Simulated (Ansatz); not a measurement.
Question: Each is relaxed and computed with the program Ansatz at the PBE level (PAW). Which is the only one with a gap?
(A) ZrSi2, fluorite
(B) ZrGe, NiAs type
(C) ZrC, rock salt
(D) Ca3Zr2S7, Cmc2_1 (Pearson symbol oS48)

Answer: D, Ca3Zr2S7, Cmc2_1 (Pearson symbol oS48). Ca3Zr2S7: gap 1.42 eV; ZrSi2: metal; ZrGe: metal; ZrC: metal. Constructed cells (a structure type filled with these elements, in neither database checked): ZrSi2, fluorite; ZrGe, NiAs type. Typed or built starts, not in the databases checked: Ca3Zr2S7, Cmc2_1 (Pearson symbol oS48). All cells were relaxed under the symmetry of their starts (and spin orders); stability against distortions was not tested throughout. Rows with no word on spin ran without spin polarisation. Scalar-relativistic: spin–orbit coupling is off unless named, which matters more the heavier the elements.

Potentials: the later of the program's two PAW sets.
